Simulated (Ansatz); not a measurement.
Input for Ansatz (plane-wave DFT, PAW):

```yaml
crystal:
  lattice:
    - [4.483830988, 0.0, 0.0]
    - [-2.241915494, 3.8831115419, 0.0]
    - [0.0, 0.0, 31.6614236096]
  atoms:
    - { symbol: Te, position: [0.3333333333, 0.6666666667, 0.2368813258] }
    - { symbol: Te, position: [0.6666666667, 0.3333333333, 0.2945582454] }
    - { symbol: Bi, position: [0.0, 0.0, 0.3527638117] }
    - { symbol: Bi, position: [0.3333333333, 0.6666666667, 0.4130052277] }
    - { symbol: Te, position: [0.6666666667, 0.3333333333, 0.4711628239] }
    - { symbol: Te, position: [0.0, 0.0, 0.5288371761] }
    - { symbol: Te, position: [0.3333333333, 0.6666666667, 0.5865140957] }
    - { symbol: Bi, position: [0.6666666667, 0.3333333333, 0.644719662] }
    - { symbol: Bi, position: [0.0, 0.0, 0.7049610781] }
    - { symbol: Te, position: [0.3333333333, 0.6666666667, 0.7631186742] }
basis:
  ecutwfc: 420
kpoints:
  mp_grid: { grid: [9, 9, 1] }
hamiltonian:
  xc: pbesol
scf:
  occupations: { method: gaussian, width: 0.1 }
output:
  forces: true
  eigenvalues: true
  write_density: true
  write_potential: true
  elf: true
  volumetric_format: npy
relax:
  adjacent_minimum: "off"
  f_tol: 0.02
  max_steps: 60
efield:
  axis: 3
  dipole_correction: true
  ramp_width: 0.04
```

Command:
```bash
ansatz run input.yaml --threads 1 --pin off --max-ram 2560MiB --backend cpu --events-out ev --progress --plain --runs-dir out
```

All numbers below come from DFT PBEsol, scalar-relativistic, plane waves, PAW in Ansatz 0.2.0.

Abridged output:

```
Pseudopotentials: kind: paw
Pseudopotential: Te, paw, valence charge 16, recommended cutoff 420 eV (normal)
Pseudopotential: Bi, paw, valence charge 15, recommended cutoff 420 eV (normal)
Functional definition: PBEsol
Crystal: 10 atoms, lattice volume = 551.264 Å³
Basis set: ecut = 420 eV, 10803 PW (Γ), exchange–correlation on 60×60×432 points (8 copies of the dense FFT grid, shifted against one another)
Bands: 94, of which v1, the nominal top of the filled ones, is band 78 counted from 1 (77 counted from 0)
Symmetry: 6 space group operations
Space group: P3m1 (ITA 156), of the structure as read, at distance tolerance 8.2e-5 Å
k-points: 12 of 81 (time reversal used)
Initial density: superposition of atomic densities (neutral atoms: chi_scale 0, normalization atom), corrected by the library's trained network
Initial wavefunctions: pseudopotential atomic-orbital guess
Functional: x = pbesol(κ = 0.804, μ = 0.12345679), c = pbesol(β = 0.046)
SCF iter   1: F=—  HF=-90376.142935 eV  |F-HF|=—  |Δ(HF+E_count)|=         —  Δρ=2.83e-3  dr2=2.26e-1  ethr=1.77e-3  p=-0.011 e·Å  D=-3.69e-3 V/Å  ΔV_dip=0.12 eV  dr2_dipole=3.74e-2  V_vac-E_F(+/−)=5.21/5.10 eV  ⟨swp⟩=10.8  Hψ=5436  notcnv=0  defer=9
efield: sawtooth ramp at fractional position 0.9800 (placed from the atoms, in the widest stretch of the axis that holds none; the zero of the levels goes with the place), width 0.0400; the density the first Hamiltonian is built on has a dipole p = -0.011 e·Å; the dipole correction subtracts the counter field D = -3.69e-3 V/Å, which shifts the + side's vacuum level by +0.12 eV against the − side's; the planar-averaged density in the ramp window peaks in size at 1.1e-5 e/Å³
SCF iter   2: F=—  HF=-90376.173642 eV  |F-HF|=—  |Δ(HF+E_count)|=   3.07e-2  Δρ=3.03e-3  dr2=9.63e-1  ethr=1.45e-4  p=0.008 e·Å  D=2.65e-3 V/Å  ΔV_dip=-0.08 eV  dr2_dipole=4.52e-1  V_vac-E_F(+/−)=5.07/5.15 eV  ⟨swp⟩=2.8  Hψ=1984  notcnv=0  defer=110
SCF iter   3: F=—  HF=-90376.121426 eV  |F-HF|=—  |Δ(HF+E_count)|=   5.22e-2  Δρ=6.22e-4  dr2=6.69e-2  ethr=1.45e-4  p=0.007 e·Å  D=2.44e-3 V/Å  ΔV_dip=-0.08 eV  dr2_dipole=5.00e-2  V_vac-E_F(+/−)=5.07/5.15 eV  ⟨swp⟩=2.0  Hψ=1323  notcnv=0  defer=110
SCF iter   4: F=—  HF=-90376.120196 eV  |F-HF|=—  |Δ(HF+E_count)|=   1.23e-3  Δρ=3.18e-4  dr2=3.36e-3  ethr=4.29e-5  p=0.005 e·Å  D=1.61e-3 V/Å  ΔV_dip=-0.05 eV  dr2_dipole=4.05e-4  V_vac-E_F(+/−)=5.07/5.13 eV  ⟨swp⟩=1.0  Hψ=1018  notcnv=0  defer=110
SCF iter   5: F=—  HF=-90376.120069 eV  |F-HF|=—  |Δ(HF+E_count)|=   1.27e-4  Δρ=9.15e-5  dr2=6.77e-4  ethr=2.15e-6  p=0.006 e·Å  D=1.97e-3 V/Å  ΔV_dip=-0.06 eV  dr2_dipole=5.96e-4  V_vac-E_F(+/−)=5.07/5.13 eV  ⟨swp⟩=2.0  Hψ=1300  notcnv=0  defer=32
SCF iter   6: F=—  HF=-90376.120046 eV  |F-HF|=—  |Δ(HF+E_count)|=   2.36e-5  Δρ=3.29e-5  dr2=6.32e-5  ethr=4.34e-7  p=0.006 e·Å  D=1.88e-3 V/Å  ΔV_dip=-0.06 eV  dr2_dipole=5.76e-7  V_vac-E_F(+/−)=5.07/5.13 eV  ⟨swp⟩=2.0  Hψ=1187  notcnv=0  defer=32
SCF iter   7: F=-90376.120032 eV  HF=-90376.120042 eV  |F-HF|=1.07e-5  |Δ(HF+E_count)|=   3.28e-6  Δρ=1.30e-5  dr2=7.79e-6  ethr=6.41e-9  p=0.006 e·Å  D=1.94e-3 V/Å  ΔV_dip=-0.06 eV  dr2_dipole=4.00e-6  V_vac-E_F(+/−)=5.07/5.13 eV  ⟨swp⟩=21.4  Hψ=11669  notcnv=0
SCF iter   8: F=-90376.120042 eV  HF=-90376.120043 eV  |F-HF|=1.00e-6  |Δ(HF+E_count)|=   2.13e-7  Δρ=5.24e-6  dr2=1.19e-6  ethr=4.99e-9  p=0.006 e·Å  D=1.94e-3 V/Å  ΔV_dip=-0.06 eV  dr2_dipole=1.02e-8  V_vac-E_F(+/−)=5.07/5.13 eV  ⟨swp⟩=11.8  Hψ=8651  notcnv=0
SCF 1 converged in 8 iterations: F = -90376.120042 eV  dr2 = 1.19e-6
relax step   1: F+E_penalty+E_count = -90376.12004170 eV  Δ(F+E_penalty+E_count) = +0.000e0 eV  max|allowed force component| = 8.824e-1 eV/Å  Δτ_max = 0.0000 Å  (8 SCF iters, dr2 threshold 1.00e-5 eV, accepted)
Initial density: handed on by an earlier stage of this run
Initial wavefunctions: those handed on with the density
SCF iter   1: F=—  HF=-90376.367839 eV  |F-HF|=—  |Δ(HF+E_count)|=         —  Δρ=3.19e-3  dr2=1.08e0  ethr=6.90e-4  p=0.006 e·Å  D=1.94e-3 V/Å  ΔV_dip=-0.06 eV  dr2_dipole=8.01e-1  V_vac-E_F(+/−)=5.09/5.15 eV  ⟨swp⟩=1.0  Hψ=3965  notcnv=0  defer=104
efield: sawtooth ramp at fractional position 0.9800 (handed on by an earlier solve), width 0.0400; the density the first Hamiltonian is built on has a dipole p = 0.006 e·Å; the dipole correction subtracts the counter field D = 1.94e-3 V/Å, which shifts the + side's vacuum level by -0.06 eV against the − side's; the planar-averaged density in the ramp window peaks in size at 1.8e-6 e/Å³
SCF iter   2: F=—  HF=-90376.540742 eV  |F-HF|=—  |Δ(HF+E_count)|=   1.73e-1  Δρ=5.86e-3  dr2=7.68e0  ethr=6.90e-4  p=0.089 e·Å  D=2.94e-2 V/Å  ΔV_dip=-0.93 eV  dr2_dipole=5.24e0  V_vac-E_F(+/−)=4.43/5.36 eV  ⟨swp⟩=3.1  Hψ=1343  notcnv=0  defer=104  recentre
SCF iter   3: F=—  HF=-90376.334383 eV  |F-HF|=—  |Δ(HF+E_count)|=   2.06e-1  Δρ=1.62e-3  dr2=2.97e-1  ethr=6.90e-4  p=0.020 e·Å  D=6.45e-3 V/Å  ΔV_dip=-0.20 eV  dr2_dipole=2.26e-1  V_vac-E_F(+/−)=4.99/5.19 eV  ⟨swp⟩=2.2  Hψ=1393  notcnv=1  defer=105
SCF iter   4: F=—  HF=-90376.326008 eV  |F-HF|=—  |Δ(HF+E_count)|=   8.37e-3  Δρ=3.27e-4  dr2=3.11e-3  ethr=1.90e-4  p=0.032 e·Å  D=1.07e-2 V/Å  ΔV_dip=-0.34 eV  dr2_dipole=3.77e-4  V_vac-E_F(+/−)=4.89/5.22 eV  ⟨swp⟩=1.1  Hψ=1017  notcnv=0  defer=105
SCF iter   5: F=—  HF=-90376.325911 eV  |F-HF|=—  |Δ(HF+E_count)|=   9.70e-5  Δρ=9.69e-5  dr2=5.33e-4  ethr=1.99e-6  p=0.034 e·Å  D=1.10e-2 V/Å  ΔV_dip=-0.35 eV  dr2_dipole=5.18e-4  V_vac-E_F(+/−)=4.88/5.23 eV  ⟨swp⟩=2.0  Hψ=1377  notcnv=0  defer=107
SCF iter   6: F=—  HF=-90376.325910 eV  |F-HF|=—  |Δ(HF+E_count)|=   1.44e-6  Δρ=3.89e-5  dr2=1.14e-4  ethr=3.42e-7  p=0.033 e·Å  D=1.09e-2 V/Å  ΔV_dip=-0.34 eV  dr2_dipole=7.92e-6  V_vac-E_F(+/−)=4.88/5.23 eV  ⟨swp⟩=1.6  Hψ=1088  notcnv=0  defer=107
SCF iter   7: F=-90376.325906 eV  HF=-90376.325910 eV  |F-HF|=3.58e-6  |Δ(HF+E_count)|=   8.26e-8  Δρ=1.26e-5  dr2=4.58e-6  ethr=3.12e-8  p=0.033 e·Å  D=1.09e-2 V/Å  ΔV_dip=-0.34 eV  dr2_dipole=4.91e-9  V_vac-E_F(+/−)=4.89/5.23 eV  ⟨swp⟩=21.3  Hψ=11464  notcnv=0
SCF 2 converged in 7 iterations: F = -90376.325906 eV  dr2 = 4.58e-6
relax step   2: F+E_penalty+E_count = -90376.32590637 eV  Δ(F+E_penalty+E_count) = -2.059e-1 eV  max|allowed force component| = 2.662e-1 eV/Å  Δτ_max = 0.1794 Å  (7 SCF iters, dr2 threshold 4.87e-5 eV, accepted)
SCF iter   1: F=—  HF=-90376.347991 eV  |F-HF|=—  |Δ(HF+E_count)|=         —  Δρ=1.58e-3  dr2=8.76e-2  ethr=2.73e-3  p=0.033 e·Å  D=1.09e-2 V/Å  ΔV_dip=-0.34 eV  dr2_dipole=2.55e-3  V_vac-E_F(+/−)=4.89/5.23 eV  ⟨swp⟩=4.0  Hψ=2178  notcnv=0  defer=68
efield: sawtooth ramp at fractional position 0.9800 (handed on by an earlier solve), width 0.0400; the density the first Hamiltonian is built on has a dipole p = 0.033 e·Å; the dipole correction subtracts the counter field D = 1.09e-2 V/Å, which shifts the + side's vacuum level by -0.34 eV against the − side's; the planar-averaged density in the ramp window peaks in size at 2.4e-6 e/Å³
SCF iter   2: F=—  HF=-90376.357899 eV  |F-HF|=—  |Δ(HF+E_count)|=   9.91e-3  Δρ=1.59e-3  dr2=4.15e-1  ethr=5.61e-5  p=0.032 e·Å  D=1.05e-2 V/Å  ΔV_dip=-0.33 eV  dr2_dipole=1.00e-2  V_vac-E_F(+/−)=4.82/5.16 eV  ⟨swp⟩=2.0  Hψ=2190  notcnv=0  defer=106
SCF iter   3: F=—  HF=-90376.345330 eV  |F-HF|=—  |Δ(HF+E_count)|=   1.26e-2  Δρ=2.87e-4  dr2=1.57e-2  ethr=5.61e-5  p=0.032 e·Å  D=1.05e-2 V/Å  ΔV_dip=-0.33 eV  dr2_dipole=5.42e-3  V_vac-E_F(+/−)=4.89/5.22 eV  ⟨swp⟩=2.0  Hψ=1166  notcnv=0  defer=106
SCF iter   4: F=—  HF=-90376.345032 eV  |F-HF|=—  |Δ(HF+E_count)|=   2.98e-4  Δρ=1.76e-4  dr2=1.48e-3  ethr=1.01e-5  p=0.035 e·Å  D=1.16e-2 V/Å  ΔV_dip=-0.37 eV  dr2_dipole=1.42e-3  V_vac-E_F(+/−)=4.85/5.22 eV  ⟨swp⟩=1.4  Hψ=1022  notcnv=0  defer=106
SCF iter   5: F=—  HF=-90376.345261 eV  |F-HF|=—  |Δ(HF+E_count)|=   2.29e-4  Δρ=3.20e-5  dr2=1.68e-5  ethr=9.49e-7  p=0.034 e·Å  D=1.10e-2 V/Å  ΔV_dip=-0.35 eV  dr2_dipole=9.76e-7  V_vac-E_F(+/−)=4.86/5.21 eV  ⟨swp⟩=1.4  Hψ=1168  notcnv=0  defer=103
SCF iter   6: F=—  HF=-90376.345257 eV  |F-HF|=—  |Δ(HF+E_count)|=   4.33e-6  Δρ=1.14e-5  dr2=5.45e-6  ethr=2.84e-9  p=0.034 e·Å  D=1.11e-2 V/Å  ΔV_dip=-0.35 eV  dr2_dipole=2.37e-6  V_vac-E_F(+/−)=4.86/5.21 eV  ⟨swp⟩=22.3  Hψ=12315  notcnv=0
SCF iter   7: F=-90376.345256 eV  HF=-90376.345256 eV  |F-HF|=2.72e-7  |Δ(HF+E_count)|=   2.11e-7  Δρ=4.28e-6  dr2=3.04e-7  ethr=2.84e-9  p=0.034 e·Å  D=1.11e-2 V/Å  ΔV_dip=-0.35 eV  dr2_dipole=1.13e-7  V_vac-E_F(+/−)=4.86/5.21 eV  ⟨swp⟩=12.8  Hψ=8804  notcnv=0
SCF iter   8: F=-90376.345256 eV  HF=-90376.345256 eV  |F-HF|=6.01e-8  |Δ(HF+E_count)|=   5.39e-8  Δρ=1.39e-6  dr2=6.02e-8  ethr=1.95e-10  p=0.034 e·Å  D=1.11e-2 V/Å  ΔV_dip=-0.35 eV  dr2_dipole=2.70e-8  V_vac-E_F(+/−)=4.86/5.21 eV  ⟨swp⟩=9.5  Hψ=8124  notcnv=0
SCF 3 converged in 8 iterations: F = -90376.345256 eV  dr2 = 6.02e-8
relax step   3: F+E_penalty+E_count = -90376.34525633 eV  Δ(F+E_penalty+E_count) = -1.935e-2 eV  max|allowed force component| = 9.745e-2 eV/Å  Δτ_max = 0.1413 Å  (8 SCF iters, dr2 threshold 4.43e-6 eV, accepted)
SCF iter   1: F=—  HF=-90376.346365 eV  |F-HF|=—  |Δ(HF+E_count)|=         —  Δρ=2.76e-4  dr2=1.36e-3  ethr=1.84e-5  p=0.034 e·Å  D=1.11e-2 V/Å  ΔV_dip=-0.35 eV  dr2_dipole=1.40e-5  V_vac-E_F(+/−)=4.86/5.21 eV  ⟨swp⟩=2.2  Hψ=1826  notcnv=0  defer=111
efield: sawtooth ramp at fractional position 0.9800 (handed on by an earlier solve), width 0.0400; the density the first Hamiltonian is built on has a dipole p = 0.034 e·Å; the dipole correction subtracts the counter field D = 1.11e-2 V/Å, which shifts the + side's vacuum level by -0.35 eV against the − side's; the planar-averaged density in the ramp window peaks in size at 3.2e-6 e/Å³
SCF iter   2: F=—  HF=-90376.346478 eV  |F-HF|=—  |Δ(HF+E_count)|=   1.12e-4  Δρ=2.25e-4  dr2=2.76e-3  ethr=8.72e-7  p=0.035 e·Å  D=1.13e-2 V/Å  ΔV_dip=-0.36 eV  dr2_dipole=4.55e-7  V_vac-E_F(+/−)=4.87/5.23 eV  ⟨swp⟩=2.0  Hψ=2246  notcnv=0  defer=111
SCF iter   3: F=—  HF=-90376.346278 eV  |F-HF|=—  |Δ(HF+E_count)|=   2.00e-4  Δρ=5.41e-5  dr2=3.08e-4  ethr=8.72e-7  p=0.034 e·Å  D=1.11e-2 V/Å  ΔV_dip=-0.35 eV  dr2_dipole=9.04e-8  V_vac-E_F(+/−)=4.86/5.21 eV  ⟨swp⟩=2.0  Hψ=1955  notcnv=0  defer=111
SCF iter   4: F=—  HF=-90376.346610 eV  |F-HF|=—  |Δ(HF+E_count)|=   3.32e-4  Δρ=2.57e-5  dr2=2.90e-5  ethr=1.98e-7  p=0.034 e·Å  D=1.11e-2 V/Å  ΔV_dip=-0.35 eV  dr2_dipole=4.92e-6  V_vac-E_F(+/−)=4.87/5.22 eV  ⟨swp⟩=1.2  Hψ=1020  notcnv=0  defer=111
SCF iter   5: F=-90376.346607 eV  HF=-90376.346607 eV  |F-HF|=6.70e-7  |Δ(HF+E_count)|=   2.70e-6  Δρ=4.11e-6  dr2=6.90e-7  ethr=5.54e-10  p=0.034 e·Å  D=1.11e-2 V/Å  ΔV_dip=-0.35 eV  dr2_dipole=9.79e-8  V_vac-E_F(+/−)=4.87/5.22 eV  ⟨swp⟩=18.1  Hψ=10696  notcnv=0
SCF 4 converged in 5 iterations: F = -90376.346607 eV  dr2 = 6.90e-7
relax step   4: F+E_penalty+E_count = -90376.34660654 eV  Δ(F+E_penalty+E_count) = -1.350e-3 eV  max|allowed force component| = 9.930e-3 eV/Å  Δτ_max = 0.0261 Å  (5 SCF iters, dr2 threshold 8.65e-7 eV, accepted)
SCF iter   1: F=—  HF=-90376.346583 eV  |F-HF|=—  |Δ(HF+E_count)|=         —  Δρ=4.12e-6  dr2=6.89e-7  ethr=4.41e-10  p=0.034 e·Å  D=1.11e-2 V/Å  ΔV_dip=-0.35 eV  dr2_dipole=9.94e-8  V_vac-E_F(+/−)=4.87/5.22 eV  ⟨swp⟩=1.0  Hψ=2712  notcnv=0
efield: sawtooth ramp at fractional position 0.9800 (handed on by an earlier solve), width 0.0400; the density the first Hamiltonian is built on has a dipole p = 0.034 e·Å; the dipole correction subtracts the counter field D = 1.11e-2 V/Å, which shifts the + side's vacuum level by -0.35 eV against the − side's; the planar-averaged density in the ramp window peaks in size at 3.2e-6 e/Å³
SCF iter   2: F=—  HF=-90376.346607 eV  |F-HF|=—  |Δ(HF+E_count)|=   2.47e-5  Δρ=4.67e-6  dr2=1.46e-6  ethr=4.41e-10  p=0.034 e·Å  D=1.11e-2 V/Å  ΔV_dip=-0.35 eV  dr2_dipole=1.53e-7  V_vac-E_F(+/−)=4.87/5.22 eV  ⟨swp⟩=2.0  Hψ=1956  notcnv=0
SCF iter   3: F=-90376.346607 eV  HF=-90376.346607 eV  |F-HF|=8.53e-8  |Δ(HF+E_count)|=   1.14e-7  Δρ=1.00e-6  dr2=8.59e-8  ethr=6.41e-11  p=0.034 e·Å  D=1.11e-2 V/Å  ΔV_dip=-0.35 eV  dr2_dipole=2.06e-9  V_vac-E_F(+/−)=4.87/5.22 eV  ⟨swp⟩=10.6  Hψ=8602  notcnv=0
SCF 5 converged in 3 iterations: F = -90376.346607 eV  dr2 = 8.59e-8
relax step   5: F+E_penalty+E_count = -90376.34660714 eV  Δ(F+E_penalty+E_count) = -5.995e-7 eV  max|allowed force component| = 1.014e-2 eV/Å  Δτ_max = 0.0000 Å  (3 SCF iters, accepted)
WARN: The output density's exchange-correlation potential varies sharply where the density is thin. Do not read a vacuum level from v_tot or v_xc, or from such a field of the output density. On a cell that repeats whose density bears no net charge and no dipole along the vacuum's axis use v_es (v_loc + v_h of the components); under efield.dipole_correction with no amplitude use v_es + v_field, which holds any external_charges[].barrier, or the levels of the report's work_function block, which leave it out; under a non-zero efield.amplitude the vacuum is tilted and has no level; on a cell that repeats and bears such a dipole with no correction it is tilted too, and efield.dipole_correction wi ...
SCF converged after 3 iterations
Free energy (F): -90376.346607 eV
Harris-Foulkes:  -90376.346607 eV  (|F-HF|=8.53e-8)
Internal energy: -90376.333184 eV  (E = F + TS)
E sigma→0 (E₀):  -90376.339896 eV
Entropy (-TS):   -0.013423 eV (-1.342 meV/atom)
Fermi energy:    3.654237 eV
Dipole field:    D = 0.011101 V/Å  (p = 0.033818 e·Å, saw-weighted, corrected)
Work function:   Φ+ = 4.8657 eV   Φ− = 5.2172 eV
Levels:          The Fermi level and band energies are counted from a zero that moves with the ramp; work functions are not
--- Per-component energies (eV) ---
  E_band       = -2857.095158
  E_kinetic    = 2291.109633
  E_local      = -124210.001150  (includes V_loc(G=0)·N_el)
  E_nonlocal   = 399.308396
  E_hartree    = 61644.073748
  E_xc         = -1339.107437
  E_vxc        = -1198.336189  (∫ρ·V_xc dr)
  E_paw        = -69544.186816  (= ΣΔE_a)
  E_vpaw       = -3427.319302  (= ΣTr[D̂ρ^β])
  E_aug_tail   = -0.003077  (compensation charges beyond the density's cutoff)
  E_efield     = 0.000188  (sawtooth field / dipole correction)
  E_vefield    = 0.060363  (∫n·V_field dr)
  E_ewald      = 40379.865432
  E_core_change = 2.607900  (= ΣΔE_core)
  E_smearing   = -0.013423  (= −TS)
--- Forces (eV/Å), atoms counted from 1 ---
  atom   1  Te     0.00000000     0.00000000    -0.00575621
  atom   2  Te     0.00000000     0.00000000     0.00633453
  atom   3  Bi     0.00000000     0.00000000    -0.00695473
  atom   4  Bi     0.00000000     0.00000000     0.01013621
  atom   5  Te     0.00000000     0.00000000    -0.00011593
  atom   6  Te     0.00000000     0.00000000     0.00506421
  atom   7  Te     0.00000000     0.00000000    -0.00470523
  atom   8  Bi     0.00000000     0.00000000    -0.00648312
  atom   9  Bi     0.00000000     0.00000000     0.00918336
  atom  10  Te     0.00000000     0.00000000    -0.00669700
--- Band table (eV; the first three rows and the last of 12) ---
  k-point 0: bands = ["-33.8217", "-33.8217", "-33.8120", "-33.8120", "-33.8112", "-33.8025", "-33.8025", "-33.7998", "-33.7989", "-33.7989", "-33.2090", "-33.2075", "-33.2075", "-33.1983", "-33.1983", "-33.1080", "-33.1052", "-33.1052", "-33.1020", "-33.1020", "-32.9926", "-32.9926", "-32.9569", "-32.9569", "-32.9427", "-32.7420", "-32.7420", "-32.7029", "-32.7029", "-32.6893", "-19.4256", "-19.4256", "-19.4004", "-19.4004", "-19.3942", "-19.1992", "-19.1992", "-19.1715", "-19.1710", "-19.1710", "-18.7875", "-18.7875", "-18.7743", "-18.7743", "-18.7730", "-18.6720", "-18.6720", "-18.6655", "-18.6630", "-18.6630", "-9.7366", "-9.5916", "-9.1386", "-8.8485", "-7.5758", "-6.9744", "-6.0358", " ...
  k-point 1: bands = ["-33.8216", "-33.8215", "-33.8120", "-33.8120", "-33.8112", "-33.8025", "-33.8024", "-33.7997", "-33.7989", "-33.7988", "-33.2089", "-33.2075", "-33.2074", "-33.1982", "-33.1981", "-33.1080", "-33.1053", "-33.1053", "-33.1023", "-33.1019", "-32.9926", "-32.9925", "-32.9570", "-32.9569", "-32.9426", "-32.7420", "-32.7419", "-32.7030", "-32.7029", "-32.6893", "-19.4255", "-19.4246", "-19.4006", "-19.4000", "-19.3934", "-19.1986", "-19.1985", "-19.1715", "-19.1703", "-19.1702", "-18.7893", "-18.7867", "-18.7753", "-18.7743", "-18.7723", "-18.6745", "-18.6712", "-18.6651", "-18.6637", "-18.6630", "-9.6358", "-9.4923", "-9.0441", "-8.7608", "-7.5130", "-6.9299", "-6.0553", " ...
  k-point 2: bands = ["-33.8215", "-33.8213", "-33.8120", "-33.8119", "-33.8110", "-33.8024", "-33.8021", "-33.7996", "-33.7989", "-33.7987", "-33.2088", "-33.2075", "-33.2071", "-33.1981", "-33.1978", "-33.1080", "-33.1057", "-33.1053", "-33.1028", "-33.1018", "-32.9926", "-32.9923", "-32.9570", "-32.9570", "-32.9425", "-32.7421", "-32.7417", "-32.7033", "-32.7030", "-32.6892", "-19.4255", "-19.4222", "-19.4013", "-19.3988", "-19.3911", "-19.1971", "-19.1970", "-19.1724", "-19.1678", "-19.1674", "-18.7942", "-18.7847", "-18.7769", "-18.7740", "-18.7706", "-18.6817", "-18.6697", "-18.6656", "-18.6631", "-18.6627", "-9.3397", "-9.2017", "-8.7695", "-8.5104", "-7.3490", "-6.8275", "-6.1543", " ...
  k-point 11: bands = ["-33.8211", "-33.8209", "-33.8121", "-33.8115", "-33.8107", "-33.8019", "-33.8018", "-33.7992", "-33.7989", "-33.7981", "-33.2084", "-33.2077", "-33.2063", "-33.1976", "-33.1973", "-33.1077", "-33.1063", "-33.1058", "-33.1028", "-33.1027", "-32.9921", "-32.9920", "-32.9571", "-32.9571", "-32.9422", "-32.7421", "-32.7415", "-32.7039", "-32.7032", "-32.6889", "-19.4277", "-19.4144", "-19.3995", "-19.3983", "-19.3865", "-19.2021", "-19.1840", "-19.1673", "-19.1668", "-19.1631", "-18.7979", "-18.7917", "-18.7755", "-18.7747", "-18.7675", "-18.6904", "-18.6783", "-18.6634", "-18.6631", "-18.6608", "-7.8318", "-7.8249", "-7.3066", "-7.2958", "-7.2234", "-7.0973", "-7.0344",  ...
--- Relaxed structure (5 steps of the walk, 5 accepted, 0 SCFs on fresh bases) ---
  F+E_penalty+E_count = -90376.34660714 eV   max|allowed force component| = 1.014e-2 eV/Å
  atoms:
    - { symbol: Te, position: [0.33333333, 0.66666666, 0.23762998] }
    - { symbol: Te, position: [0.66666666, 0.33333333, 0.29099645] }
    - { symbol: Bi, position: [0.0, 0.0, 0.34648307] }
    - { symbol: Bi, position: [0.33333333, 0.66666666, 0.41146362] }
    - { symbol: Te, position: [0.66666666, 0.33333333, 0.46642357] }
    - { symbol: Te, position: [0.0, 0.0, 0.53325256] }
    - { symbol: Te, position: [0.33333333, 0.66666666, 0.58878452] }
    - { symbol: Bi, position: [0.66666666, 0.33333333, 0.64511918] }
    - { symbol: Bi, position: [0.0, 0.0, 0.71196621] }
    - { symbol: Te, position: [0.33333333, 0.66666666, 0.76440290] }
```

The relaxation met its thresholds.

It took 10 min on 1 thread of Intel(R) Xeon(R) Processor @ 2.50GHz (Skylake/Cascade Lake) (shared host), peak memory 0.96 GiB.

Spin–orbit coupling is left out, which can shift energies with elements as heavy as these.